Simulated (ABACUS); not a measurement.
Consider a self-consistent single point of SiC (P6_3mc, 8 atoms in the cell; from Materials Project mp-7140, changed as shown).

```xyz
8
Lattice="3.0120 0.0000 0.0000 0.0000 5.2170 0.0000 0.0000 0.0000 4.9443" Properties=species:S:1:pos:R:3 pbc="T T T"
Si     0.0000     1.7390     2.4702
Si     1.5060     0.8695     4.9424
Si     1.5060     4.3475     2.4702
Si     0.0000     3.4780     4.9424
C      0.0000     1.7390     4.3283
C      1.5060     0.8695     1.8561
C      1.5060     4.3475     4.3283
C      0.0000     3.4780     1.8561
```

Method: ABACUS with LDA (PW92), numerical atomic orbitals DZP (confined pseudo-atomic orbitals with Gaussian additions; energy shift 0.01 Ry), PseudoDojo 0.4 standard norm-conserving LDA (tails mended) pseudopotentials.

ABACUS settings:

- basis: DZP numerical atomic orbitals, energy shift 0.01 Ry
- KPT: Gamma 12 6 8 0 0 0
- basis_type: lcao
- dft_functional: PWLDA
- ecutwfc: 100 Ry
- smearing_method: fd
- smearing_sigma: 0.00367493 Ry
- potentials: PseudoDojo 0.4 standard norm-conserving LDA (tails mended)
- symmetry: 1
- symmetry_prec: 1e-05
- ks_solver: genelpa
- scf_nmax: 100
- scf_thr: 1.0e-07
- mixing_type: broyden
- mixing_beta: 0.4

Results:

Number of valence electrons: 32
Number of bands: 26
Number of k-points after the program's reduction: 140
Size of the basis: 104
Number of SCF iterations: 10
Free energy E − TS: -1121.3764 eV
Top of the valence band (on the code's own zero): 10.28 eV
Gap on the k-point mesh: 2.04 eV
Pressure: 12.30 GPa

Stress (GPa, positive for compression):
```
12.30   0.00   0.00
 0.00  12.31   0.00
 0.00   0.00  12.28
```

The gap is read on the k-point mesh of the run and can differ from the gap over the whole zone at this level.

For comparison: a first run was changed to give this one (lattice scaled by 0.98), and from it to this one the free energy goes up by 17.2 meV/atom, the pressure goes from -2.45 to 12.30 GPa and the gap on the mesh goes from 2.145 to 2.041 eV.

The atom-centred basis is finite, which shifts total energies, pressures and gaps against plane waves. The structure comes from a collection of computed structures, made at another level of theory; the collection holds predicted forms beside known ones.

Cost on one core: around 30 core-seconds (rough).

The atomic orbitals were generated for these runs; they are not ABACUS's published sets and were checked against plane waves on a few crystals only.

“Tails mended”: in these copies of the files the far tail of each local potential was reset to the Coulomb form.
